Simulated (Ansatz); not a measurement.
Zr2N:
```
Zr2N
1.0
    5.41414     0.00000     0.00000
    0.00000     5.41414     0.00000
    0.00000     0.00000     3.30339
Zr N
4 2
Cartesian
  1.60544   1.60544   0.00000
  3.80870   3.80870   0.00000
  1.10163   4.31251   1.65170
  4.31251   1.10163   1.65170
  0.00000   0.00000   0.00000
  2.70707   2.70707   1.65170
```

Relaxed with r²SCAN. Special points in fractions of this cell's reciprocal vectors: Γ (0.000, 0.000, 0.000); X (0.000, 0.500, 0.000); M (0.500, 0.500, 0.000); Z (0.000, 0.000, 0.500); R (0.000, 0.500, 0.500); A (0.500, 0.500, 0.500).

List the band energies nearest the Fermi level at these points for DFT-r²SCAN with spin–orbit coupling in the program Ansatz with PAW potentials.

In eV from the Fermi level; about four levels below and three above (degenerate sets whole), none deeper than 8.9 eV; points with the same levels are listed once.

| k | below | above |
|---|---|---|
| Γ | -3.60 -3.60 -2.09 -2.09 | 0.04 0.04 0.71 0.71 |
| X | -1.08 -1.08 -1.08 -1.08 | 1.40 1.40 1.40 1.40 |
| M | -1.14 -1.14 -1.14 -1.14 | 0.87 0.87 0.87 0.87 |
| Z | -1.20 -1.20 -1.20 -1.20 | 1.98 1.98 1.98 1.98 |
| R | -0.93 -0.93 -0.93 -0.93 | 1.50 1.50 1.55 1.55 |
| A | -0.44 -0.44 -0.44 -0.44 | 1.11 1.11 1.11 1.11 |

Space group P4_2/mnm (anti-rutile). The workflow started from a Materials Project entry (that database holds measured and hypothetical structures alike); the Crystallography Open Database copy checked does not list it. Its standing as an ambient phase is unchecked. Symmetry was held in the r²SCAN relaxation; of distortions, only those at the zone centre were tested. No spin polarisation was allowed.

Potentials: the later of the program's two PAW sets.
